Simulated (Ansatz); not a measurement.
The relaxed structure here is a generated cell of K: the first start was made by placing the elements on the sites of a structure type, and the end was not matched to a known phase here, so it may be hypothetical. Known forms of K include space group No. 229.

A relaxed structure of K. These are PBE (plane waves to 420 eV, PAW, scalar-relativistic; Ansatz, a program for electronic structure) values and carry that method's errors.

```
CELL_PARAMETERS angstrom
      7.54796     0.00000     0.00000
     -3.77398     6.53673     0.00000
      0.00000     0.00000     4.52337
ATOMIC_POSITIONS crystal
  K  0.00000 0.00000 0.00000
  K  0.33333 0.66667 0.50000
  K  0.66667 0.33333 0.50000
```

Q: Determine the symmetry and give the standard cell with its independent sites.

A: Space group P6/mmm (No. 191); a = b = 7.5480 Å, c = 4.5234 Å, α = β = 90.00°, γ = 120.00°

```tsv
atom	site	symmetry	x	y	z
K	1a	6/mmm	0.0000	0.0000	0.0000
K	2d	-6m2	0.3333	0.6667	0.5000
```

Q: Give the shortest distances between elements (the closest pairs, up to four, under 3.6 Å).

A: .

```json
{
 "volume_per_atom": "74.39 Å³",
 "band_gap": "no gap (metallic)"
}
```

No spin polarisation in the result.

The run could not lose the symmetry of its start: the end is stationary, and may be a saddle point rather than a minimum.

All atoms sit on sites fixed by symmetry, so only the cell could relax.
